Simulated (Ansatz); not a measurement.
Ta2N: two-dimensional strain map

Theory: DFT PBEsol, scalar-relativistic, plane waves, PAW in Ansatz. Cutoff 420 eV, Γ-centred 18×18×10 k-points, Gaussian smearing of 0.15 eV. Spin–orbit coupling is left out, which can shift energies with elements as heavy as these. No spin polarisation. Energies are free energies at this smearing, counted from the undisturbed cell; pressure is positive in compression.

The undisturbed cell (relaxed at this level; it needn't be the usual structure):

```xyz
3
Lattice="3.0786 0.0000 0.0000 -1.5393 2.6662 0.0000 0.0000 0.0000 4.8233" Properties=species:S:1:pos:R:3 pbc="T T T"
Ta    1.5393    0.8887    3.5994
Ta    0.0000    1.7774    1.2239
N     0.0000    0.0000    0.0000
```

The cell is strained by p along both x and y and by q along z, fractional coordinates fixed. Points are written (p, q).

p was sampled at -0.050, -0.025, 0.000, 0.025, 0.050 and q at -0.050, -0.025, 0.000, 0.025, 0.050.

Problem. Where on the computed points is the energy highest, and how high?

Solution. At (-0.050, -0.050): 331.8 meV/atom.

Problem. Away from (0, 0), which computed point is lowest?

Solution. (0.000, 0.025): 10.8 meV/atom.

The map, in meV/atom:

| p \ q | -0.050 | -0.025 | 0.000 | 0.025 | 0.050 |
| --- | --- | --- | --- | --- | --- |
| -0.050 | 331.8 | 229.1 | 158.7 | 116.3 | 98.1 |
| -0.025 | 145.1 | 76.2 | 37.0 | 23.1 | 30.9 |
| 0.000 | 52.7 | 12.5 | 0.0 | 10.8 | 41.3 |
| 0.025 | 38.4 | 22.5 | 32.6 | 64.5 | 114.4 |
| 0.050 | 88.9 | 93.3 | 122.2 | 171.6 | 238.0 |

Cost: 25 runs of about 2.6 core-minutes in all, on Intel Xeon 6975P-C (Granite Rapids) (shared hosts).